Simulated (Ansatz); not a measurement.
# Profile along the Mg–Mg line in Mg (hcp, Mg type)

Mg (hcp, Mg type)

```yaml
crystal:
  lattice:
    - [3.17453, 0.00000, 0.00000]
    - [-1.58726, 2.74922, 0.00000]
    - [0.00000, 0.00000, 5.18496]
  atoms:
    - { symbol: Mg, position: [0.33333, 0.66667, 0.75000] }
    - { symbol: Mg, position: [0.66667, 0.33333, 0.25000] }
```

Fields along a shortest Mg–Mg line of a (0001) plane (3.17 Å), from Mg to Mg, interpolated on the slice's grid (step about 0.2 Å). Method: r2SCAN (plane waves to 500 eV, PAW, scalar-relativistic; Ansatz, an electronic-structure program). k mesh 17×17×9. Inside the PAW spheres the values are not all-electron values, and peaks at nuclei hang on which shells count as valence. Mg was relaxed with its symmetry unable to fall. The PAW data are Ansatz's earlier set.

```json
[
 {"distance from Mg (Å)": "0.00", "valence electron density (e/Å³)": "30.39", "electron localisation function": "x"},
 {"distance from Mg (Å)": "0.16", "valence electron density (e/Å³)": "25.50", "electron localisation function": "x"},
 {"distance from Mg (Å)": "0.32", "valence electron density (e/Å³)": "15.59", "electron localisation function": "x"},
 {"distance from Mg (Å)": "0.48", "valence electron density (e/Å³)": "5.45", "electron localisation function": "x"},
 {"distance from Mg (Å)": "0.63", "valence electron density (e/Å³)": "1.01", "electron localisation function": "0.26"},
 {"distance from Mg (Å)": "0.79", "valence electron density (e/Å³)": "0.25", "electron localisation function": "0.11"},
 {"distance from Mg (Å)": "0.95", "valence electron density (e/Å³)": "0.13", "electron localisation function": "0.04"},
 {"distance from Mg (Å)": "1.11", "valence electron density (e/Å³)": "0.11", "electron localisation function": "0.15"},
 {"distance from Mg (Å)": "1.27", "valence electron density (e/Å³)": "0.10", "electron localisation function": "0.39"},
 {"distance from Mg (Å)": "1.43", "valence electron density (e/Å³)": "0.10", "electron localisation function": "0.56"},
 {"distance from Mg (Å)": "1.58", "valence electron density (e/Å³)": "0.10", "electron localisation function": "0.58"},
 {"distance from Mg (Å)": "1.74", "valence electron density (e/Å³)": "0.10", "electron localisation function": "0.56"},
 {"distance from Mg (Å)": "1.90", "valence electron density (e/Å³)": "0.10", "electron localisation function": "0.39"},
 {"distance from Mg (Å)": "2.06", "valence electron density (e/Å³)": "0.11", "electron localisation function": "0.15"},
 {"distance from Mg (Å)": "2.22", "valence electron density (e/Å³)": "0.13", "electron localisation function": "0.04"},
 {"distance from Mg (Å)": "2.38", "valence electron density (e/Å³)": "0.25", "electron localisation function": "0.11"},
 {"distance from Mg (Å)": "2.54", "valence electron density (e/Å³)": "1.01", "electron localisation function": "0.26"},
 {"distance from Mg (Å)": "2.69", "valence electron density (e/Å³)": "5.45", "electron localisation function": "x"},
 {"distance from Mg (Å)": "2.85", "valence electron density (e/Å³)": "15.59", "electron localisation function": "x"},
 {"distance from Mg (Å)": "3.01", "valence electron density (e/Å³)": "25.50", "electron localisation function": "x"},
 {"distance from Mg (Å)": "3.17", "valence electron density (e/Å³)": "30.39", "electron localisation function": "x"}
]
```

x: too close to a nucleus for the ELF to mean much.

Density on the Mg–Mg line (3.17 Å) at its midpoint: 0.10 e/Å³. ELF at that point: 0.58. ELF maximum in the middle third of the Mg–Mg line: 0.58, 1.6 Å from Mg.
